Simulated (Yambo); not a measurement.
A G0W0@PBEsol run in Yambo for YOF (space group P4/nmm, No. 129) (4×4×2 Γ-centred k mesh, 192 bands and a 6 Ry block in the screening, 192 bands in G with the Bruneval-Gonze terminator, plasmon pole fitted at 27.2 eV) gives these matrix elements, in eV, at the band edges ((0.25, 0.25, -0.5) → Γ):

```
state               E0    <Vxc>     <Σx>  <Σc(E0)>      Z
---------------  -----  -------  -------  --------  -----
valence edge     0.000  -19.753  -24.972     4.257  0.803
conduction edge  4.955  -10.297   -5.649    -3.699  0.867
```

Task: Solve the linearised quasiparticle equation for both states, give the gap, and say how exchange and correlation each act on it.

Result: E = E0 + Z(Σx + Σc − Vxc). Valence: 0.000 + 0.803 × (-24.972 + (4.257) − (-19.753)) = -0.77 eV. Conduction: 4.955 + 0.867 × (-5.649 + (-3.699) − (-10.297)) = 5.78 eV. The gap is 6.55 eV, against 4.95 eV in PBEsol. Replacing Vxc by bare exchange alone would open it by 9.87 eV; correlation takes back 7.96 eV of that, and Z scales what is left. Nearest settings tried, and what they do to the gap: 90 bands in W, 90 bands in G: +419 meV; 3 Ry block (49 vectors against 129): -62 meV. Not varied: mesh. So the settings aren't converged at that level. 

Geometry of the Materials Project entry, not relaxed at this level; primitive cell a = b = 3.8323 Å, c = 5.4467 Å, α = β = γ = 90.00°.

The structure is a Materials Project entry; no match was found in the copy of COD used, and its stability was not checked.
